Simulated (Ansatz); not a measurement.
Structure optimisation: lithium, 9R

These are results of DFT, BLYP, plane waves (420 eV) with PAW, scalar-relativistic in Ansatz 0.2.0, not measurements. (PAW data from PBE, frozen cores regenerated.)

k-point mesh 12×12×12, Fermi-Dirac smearing 0.1 eV, no spin polarisation. Cell and atoms relax.

Starting structure:

```
Li
1.0
     1.55050    0.89518    7.58830
    -1.55050    0.89518    7.58830
     0.00000   -1.79036    7.58830
Li
3
Direct
  0.00000 0.00000 0.00000
  0.22200 0.22200 0.22200
  0.77800 0.77800 0.77800
```

Problem. What cell does the relaxation end in?

Solution. R-3m with a = 3.054 Å, c = 22.300 Å (c/a = 7.301); 20.02 Å³ per atom against 21.06 at the start (-5.0 %).

Problem. How much energy does the relaxation gain?

Solution. 2.2 meV per atom.

Path of the relaxation (the plane waves are chosen anew near the end, which can shift the energy a little):

```json
{"step": "0", "E − E(final) (meV/atom)": "2.20", "V (Å³/atom)": "21.065", "P (GPa)": "-0.64", "max force (eV/Å)": "0.008"}
{"step": "1", "E − E(final) (meV/atom)": "0.46", "V (Å³/atom)": "20.500", "P (GPa)": "-0.31", "max force (eV/Å)": "0.000"}
{"step": "2", "E − E(final) (meV/atom)": "0.10", "V (Å³/atom)": "19.953", "P (GPa)": "0.05", "max force (eV/Å)": "0.026"}
{"step": "3", "E − E(final) (meV/atom)": "-0.04", "V (Å³/atom)": "20.020", "P (GPa)": "0.00", "max force (eV/Å)": "0.002"}
{"step": "4", "E − E(final) (meV/atom)": "0.00", "V (Å³/atom)": "20.020", "P (GPa)": "0.00", "max force (eV/Å)": "0.002"}
```
